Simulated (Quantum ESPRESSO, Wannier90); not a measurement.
# Zn2SeS (R3m), plane waves to Wannier functions

Materials Project entry mp-1215446; symmetrised, unrelaxed at this level. Not found in the COD (Crystallography Open Database) copy used; not checked further. Method: PBEsol plane waves in Quantum ESPRESSO 7.5 (PseudoDojo norm-conserving files, 69 Ry, spinors with spin-orbit coupling), Bloch states on a 4×4×4 mesh through Γ, Wannier90 4.0.1. Density: 10×10×10 mesh, cold smearing 0.01 Ry.

On the energy scale of pw.x, whose zero is arbitrary, the valence-band maximum lies at 8.13 eV.

Input w.win:

```
num_bands = 4
num_wann = 4
exclude_bands = 5-106
spinors = true
num_iter = 1000
conv_tol = 1.0e-6
conv_window = 4
write_hr = true
write_u_matrices = true
auto_projections = true
begin unit_cell_cart
ang
   -1.9537499426    3.3839941658    0.0000000000
   -3.9074998851    0.0000000000    0.0000000000
   -1.9537499426    1.1279980553    6.3836530000
end unit_cell_cart
begin atoms_frac
Zn  -0.0037370000 -0.0037370000  0.0112110000
Zn  -0.4963700000 -0.4963700000  0.4891100000
Se   0.3754800000  0.3754800000 -0.1264400000
S   -0.1253470000 -0.1253470000  0.3760410000
end atoms_frac
mp_grid = 4 4 4
begin kpoints
0.0000000000 0.0000000000 0.0000000000
0.0000000000 0.0000000000 0.2500000000
0.0000000000 0.0000000000 0.5000000000
... (61 more lines: the 4x4x4 mesh through Gamma)
end kpoints
```

Input of pw2wannier90.x that gives the overlap and projection files (equivalent; here they were cut from one run over all bands):

```
&inputpp
  outdir = './out'
  prefix = 'pwscf'
  seedname = 'w'
  write_amn = .true.
  write_mmn = .true.
  atom_proj = .true.
  atom_proj_exclude = 3 4 5 6 7 8 9 10 11 12 13 14 15 16 17 18 19 20 23 24 25 26 27 28 29 30 31 32 33 34 35 36 37 38 39 40 41 42 43 44 45 46 47 48 49 50 51 52 53 54 55 56 57 58 59 60 61 62 63 64 65 66
/
```

Output w.wout (banner and timings cut):

```
                                    ------
                                    SYSTEM
                                    ------

                              Lattice Vectors (Ang)
                    a_1    -1.953750   3.383994   0.000000
                    a_2    -3.907500   0.000000   0.000000
                    a_3    -1.953750   1.127998   6.383653

                   Unit Cell Volume:      84.41077  (Ang^3)

                        Reciprocal-Space Vectors (Ang^-1)
                    b_1     0.000000   1.856736  -0.328087
                    b_2    -1.607981  -0.928368  -0.328087
                    b_3     0.000000   0.000000   0.984262

 *----------------------------------------------------------------------------*
 |   Site       Fractional Coordinate          Cartesian Coordinate (Ang)     |
 +----------------------------------------------------------------------------+
 | zn   1  -0.00374  -0.00374   0.01121   |   -0.00000   0.00000   0.07157    |
 | zn   2  -0.49637  -0.49637   0.48911   |    1.95375  -1.12800   3.12231    |
 | se   1   0.37548   0.37548  -0.12644   |   -1.95375   1.12800  -0.80715    |
 | s    1  -0.12535  -0.12535   0.37604   |   -0.00000   0.00000   2.40052    |
 *----------------------------------------------------------------------------*
                                ------------
                                K-POINT GRID
                                ------------

             Grid size =  4 x  4 x  4      Total points =   64

 *---------------------------------- MAIN ------------------------------------*
 |  Number of Wannier Functions               :                 4             |
 |  Number of Objective Wannier Functions     :                 4             |
 |  Number of input Bloch states              :                 4             |
 |  Output verbosity (1=low, 5=high)          :                 1             |
 |  Timing Level (1=low, 5=high)              :                 1             |
 |  Optimisation (0=memory, 3=speed)          :                 3             |
 |  Length Unit                               :               Ang             |
 |  Post-processing setup (write *.nnkp)      :                 F             |
 |  Using Gamma-only branch of algorithms     :                 F             |
 *----------------------------------------------------------------------------*
 *------------------------------- WANNIERISE ---------------------------------*
 |  Total number of iterations                :              1000             |
 |  Number of CG steps before reset           :                 5             |
 |  Trial step length for line search         :             2.000             |
 |  Convergence tolerence                     :         0.100E-05             |
 |  Convergence window                        :                 4             |
 |  Iterations between writing output         :                 1             |
 |  Iterations between backing up to disk     :               100             |
 |  Write r^2_nm to file                      :                 F             |
 |  Write xyz WF centres to file              :                 F             |
 |  Write on-site energies <0n|H|0n> to file  :                 F             |
 |  Use guiding centre to control phases      :                 F             |
 |  Use phases for initial projections        :                 F             |
 *----------------------------------------------------------------------------*
 *-------------------------------- PLOTTING ----------------------------------*
 |  Plotting Hamiltonian in WF basis          :                 T             |
 *----------------------------------------------------------------------------*

 *---------------------------------- K-MESH ----------------------------------*
 +----------------------------------------------------------------------------+
 |                    Distance to Nearest-Neighbour Shells                    |
 |                    ------------------------------------                    |
 |          Shell             Distance (Ang^-1)          Multiplicity         |
 |          -----             -----------------          ------------         |
 |             1                   0.246065                      2            |
 |             2                   0.471375                      6            |
 |             3                   0.492131                      2            |
 |             4                   0.492318                      6            |
 |             5                   0.568426                      6            |
 |             6                   0.619400                      6            |
 |             7                   0.738196                      2            |
 |             8                   0.738321                      6            |
       ... (lines left out)
 +----------------------------------------------------------------------------+
 | The b-vectors are chosen automatically                                     |
 | The following shells are used:                       1,  2                 |
 +----------------------------------------------------------------------------+
 |                        Shell   # Nearest-Neighbours                        |
 |                        -----   --------------------                        |
 |                          1               2                                 |
 |                          2               6                                 |
 +----------------------------------------------------------------------------+
 | Completeness relation is fully satisfied [Eq. (B1), PRB 56, 12847 (1997)]  |
 +----------------------------------------------------------------------------+
 |                  b_k Vectors (Ang^-1) and Weights (Ang^2)                  |
 |                  ----------------------------------------                  |
 |            No.         b_k(x)      b_k(y)      b_k(z)        w_b           |
 |            ---        --------------------------------     --------        |
 |             1         0.000000    0.000000    0.246065     7.742208        |
 |             2         0.000000    0.000000   -0.246065     7.742208        |
 |             3        -0.401995   -0.232092   -0.082022     1.547028        |
 |             4         0.000000    0.464184   -0.082022     1.547028        |
 |             5        -0.401995    0.232092    0.082022     1.547028        |
 |             6         0.401995    0.232092    0.082022     1.547028        |
 |             7         0.000000   -0.464184    0.082022     1.547028        |
 |             8         0.401995   -0.232092   -0.082022     1.547028        |
 +----------------------------------------------------------------------------+
 |                           b_k Directions (Ang^-1)                          |
 |                           -----------------------                          |
 |            No.           x           y           z                         |
 |            ---        --------------------------------                     |
 |             1         0.000000    0.000000    0.246065                     |
 |             2        -0.401995   -0.232092   -0.082022                     |
 |             3         0.000000    0.464184   -0.082022                     |
 |             4        -0.401995    0.232092    0.082022                     |
 +----------------------------------------------------------------------------+

 Starting a new Wannier90 calculation ...

 Reading overlaps from w.mmn

 Reading projections from w.amn

 *------------------------------- WANNIERISE ---------------------------------*
 +--------------------------------------------------------------------+<-- CONV
 | Iter  Delta Spread     RMS Gradient      Spread (Ang^2)            |<-- CONV
 +--------------------------------------------------------------------+<-- CONV

 ------------------------------------------------------------------------------
 Initial State
  WF centre and spread    1  ( -0.000000,  0.000000,  0.071686 )     0.13811043
  WF centre and spread    2  ( -0.000000,  0.000000,  0.071686 )     0.13811043
  WF centre and spread    3  (  1.953750, -1.127998,  3.122162 )     0.13810459
  WF centre and spread    4  (  1.953750, -1.127998,  3.122162 )     0.13810459
  Sum of centres and spreads (  3.907500, -2.255996,  6.387697 )     0.55243005

      0     0.552E+00     0.0000000000        0.5524300481  <-- CONV
        O_D=      0.0000000 O_OD=      0.0000000 O_TOT=      0.5524300 <-- SPRD
 ------------------------------------------------------------------------------
      1     0.000E+00     0.0000000067        0.5524300481  <-- CONV
        O_D=      0.0000000 O_OD=      0.0000000 O_TOT=      0.5524300 <-- SPRD
      2     0.000E+00     0.0000000066        0.5524300481  <-- CONV
        O_D=      0.0000000 O_OD=      0.0000000 O_TOT=      0.5524300 <-- SPRD
      3     0.000E+00     0.0000000064        0.5524300481  <-- CONV
        O_D=      0.0000000 O_OD=      0.0000000 O_TOT=      0.5524300 <-- SPRD
      4     0.000E+00     0.0000000063        0.5524300481  <-- CONV
        O_D=      0.0000000 O_OD=      0.0000000 O_TOT=      0.5524300 <-- SPRD
             <<<     Delta < 1.000E-06  over  4 iterations     >>>
             <<< Wannierisation convergence criteria satisfied >>>
 Final State
  WF centre and spread    1  ( -0.000000,  0.000000,  0.071686 )     0.13811043
  WF centre and spread    2  ( -0.000000,  0.000000,  0.071686 )     0.13811043
  WF centre and spread    3  (  1.953750, -1.127998,  3.122162 )     0.13810459
  WF centre and spread    4  (  1.953750, -1.127998,  3.122162 )     0.13810459
  Sum of centres and spreads (  3.907500, -2.255996,  6.387697 )     0.55243005

         Spreads (Ang^2)       Omega I      =     0.552430048
        ================       Omega D      =     0.000000000
                               Omega OD     =     0.000000000
    Final Spread (Ang^2)       Omega Total  =     0.552430048
```
